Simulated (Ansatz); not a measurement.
Al:
```
Al
1.0
    0.00000     1.98807     1.98807
    1.98807     0.00000     1.98807
    1.98807     1.98807     0.00000
Al
1
Direct
  0.00000   0.00000   0.00000
```

Relaxed with r²SCAN+D4. Special points in fractions of this cell's reciprocal vectors: Γ (0.000, 0.000, 0.000); X (0.500, 0.000, 0.500); U (0.625, 0.250, 0.625); K (0.375, 0.375, 0.750); L (0.500, 0.500, 0.500); W (0.500, 0.250, 0.750).

Q: List the band energies nearest the Fermi level at these points for r²SCAN+D4 (plane waves, PAW; program Ansatz).

A: In eV from the Fermi level; about four levels below and three above (degenerate sets whole), none deeper than 8.9 eV; … stands for higher levels left out; points with the same levels are listed once.

```csv
k,below,above
Γ,–,…
X,-3.29 -1.68,5.47 …
U,-2.15 -1.64 -0.18,…
L,-5.21 -4.60,…
W,-1.01 -1.01 -0.07,…
```

Space group Fm-3m (fcc (Cu type)). The cell was relaxed with r²SCAN+D4 under the symmetry of its start. The pairwise dispersion correction was not fitted to metals.

Potentials: the later of the program's two PAW sets.
